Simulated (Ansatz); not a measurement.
BAs:
```xyz
2
Lattice="0.0000 2.4046 2.4046 2.4046 0.0000 2.4046 2.4046 2.4046 0.0000" Properties=species:S:1:pos:R:3 pbc="T T T"
As     3.6068     3.6068     3.6068
B      0.0000     0.0000     0.0000
```

Tensor components refer to the Cartesian frame of this cell.

Question: Give the high-frequency dielectric tensor and the Born effective charge tensors of the independent atoms from DFPT, PBE in the plane-wave PAW code Ansatz.

Answer: 
ε∞:
```
9.86  0.00  0.00
0.00  9.86  0.00
0.00  0.00  9.86
```
Z* of atom 1 (As), rows: field, columns: displacement, in e:
```
0.44  0.00  0.00
0.00  0.44  0.00
0.00  0.00  0.44
```
Z* of atom 2 (B), rows: field, columns: displacement, in e:
```
-0.44   0.00   0.00
 0.00  -0.44   0.00
 0.00   0.00  -0.44
```

Static charges for comparison (Bader): As1 -0.12, B2 +0.12 e. Born charges measure polarisation by displacement and can exceed these by far.

Space group F-43m (zinc blende). The cell was relaxed with PBE under the symmetry of its start; phonons on a q-mesh show no instability. Scalar-relativistic: spin–orbit coupling is off unless named, which matters more the heavier the elements.

Potentials: the later of the program's two PAW sets.
